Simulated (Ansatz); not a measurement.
# Kick test of a cell of ZrNb₂B₄

The cell was found from a proposed guess, not taken from experiment.

Computed with DFT PBE, scalar-relativistic, plane waves, PAW (Ansatz). Settings: cutoff 420 eV, Γ-centred mesh 14×14×14 on the computed 7-atom cell, Gaussian smearing of 0.10 eV; no spin polarisation.

The cell below (7 atoms, space group Immm (No. 71)) is relaxed within its symmetry.

```
Zr Nb B
1.0
    -1.58881    1.69342    7.12325
     1.58881   -1.69342    7.12325
     1.58881    1.69342   -7.12325
Zr Nb B
1 2 4
Cartesian
  1.5888 0.0000 0.0000
  0.0000 0.0000 11.5946
  0.0000 0.0000 2.6519
  0.0000 1.6934 0.9358
  1.5888 0.0000 6.1874
  0.0000 0.0000 9.0304
  0.0000 0.0000 5.2161
```

For the test it was strained at random (σ = 1.5 % a component), the atoms were moved at random (σ = 0.05 Å), and all was relaxed again on a coarse 8×8×8 mesh (in the run’s order of axes) with 0.20 eV smearing, with no symmetry imposed.

Question: What happens?

Answer: It returns, within 1 meV/atom of the unmoved cell on that mesh and with the same symmetry when read at 0.1 Å. So it is stable against the distortions that fit this cell and that this random move excites. Modes that don't fit the cell aren't tested.
